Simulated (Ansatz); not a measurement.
**PdOSe (Janus 1T monolayer) from LDA to hybrids**

All numbers come from the plane-wave code Ansatz. Note: simulated data, non-magnetic, for a generated structure that need not be the stable one.

PdOSe (Janus 1T monolayer), relaxed with r2SCAN. In-plane lattice: a = 3.379 Å, b = 3.379 Å, γ = 120.0°; thickness between the outer nuclei 2.31 Å. Around Pd lie 3 O at 2.16 Å and 3 Se at 2.39 Å; around O lie 3 Pd at 2.16 Å; around Se lie 3 Pd at 2.39 Å.

```
Pd O Se
1.0
     3.37910    0.00000    0.00000
    -1.68955    2.92639    0.00000
     0.00000    0.00000   29.35268
Pd O Se
1 1 1
Cartesian
  0.0000 0.0000 9.1476
  0.0000 1.9509 10.0804
  1.6896 0.9755 7.7720
```
Periodic in the plane only; c spans the vacuum.

Relaxed lattice by functional, symmetry kept:
```csv
functional,k mesh,a (Å),thickness (Å)
PBE,12×12×1,3.423,2.30
r2SCAN,12×12×1,3.379,2.31
PBEsol,12×12×1,3.366,2.29
LDA,12×12×1,3.334,2.27
HSE06,6×6×1,3.356,2.28
```

On this one geometry the levels give:

| level | k mesh | gap (eV) | kind | edges | least direct gap (eV) | rough cost |
| --- | --- | --- | --- | --- | --- | --- |
| LDA | 12×12×1 | 0.34 | indirect | K–Γ (0.59) → K | 0.96 | 21 core-seconds |
| PBE | 12×12×1 | 0.38 | indirect | K–Γ (0.60) → K | 1.01 | 26 core-seconds |
| PBE+SOC | 12×12×1 | 0.32 | indirect | K–Γ (0.59) → K | 0.96 | 2.3 core-minutes |
| r2SCAN | 12×12×1 | 0.51 | indirect | K–Γ (0.59) → K | 1.20 | 50 core-seconds |
| r2SCANh | 6×6×1 | 1.10 | indirect | K–Γ (0.59) → K | 1.92 | 10 core-minutes |
| HSE06 | 6×6×1 | 1.22 | indirect | K–Γ (0.59) → K | 2.15 | 7 core-minutes |
| HSE06+SOC | 6×6×1 | 1.15 | indirect | K–Γ (0.59) → K | 2.07 | 40 core-minutes |
| PBE0 | 6×6×1 | 1.91 | indirect | K–Γ (0.59) → K | 2.83 | 7 core-minutes |
| Hartree-Fock | 6×6×1 | 6.87 | indirect | Γ → K | 8.48 | 9 core-minutes |

PBE, PBE+SOC, HSE06+SOC: smearing of 0.02 eV; the others have fixed occupations.
Wave cutoffs: 420 eV, 500 eV (r2SCAN, r2SCANh).
Points off the special ones are mesh points or PBE's searched band edges, reused at the other levels.
Costs come from shared machines and give only the order; PBE's includes the band path. The runs had 4 threads of Arm Neoverse V2, on a shared host.

HSE06 gives an indirect gap of 1.22 eV, from K–Γ (0.59 of the way from K) to K; the least direct gap is 2.15 eV at K–Γ (0.59 of the way from K). Spin-orbit coupling changes the PBE gap by -0.060 eV, to 0.32 eV. Spin-orbit coupling changes the HSE06 gap by -0.066 eV, to 1.15 eV.

r2SCAN covers 16 % of the step from PBE to HSE06, while HSE06 needs about 8 times r2SCAN's rough cost (on a coarser mesh). Spin-orbit coupling moves the least or the direct gap by up to 0.09 eV, so it is at the margin where a tenth of an eV counts. Among these functionals the gap stays indirect.

Only the levels marked +SOC include spin-orbit coupling.

For some runs the program warns that the potential is rough where the density is thin, which bears on empty states near the vacuum.
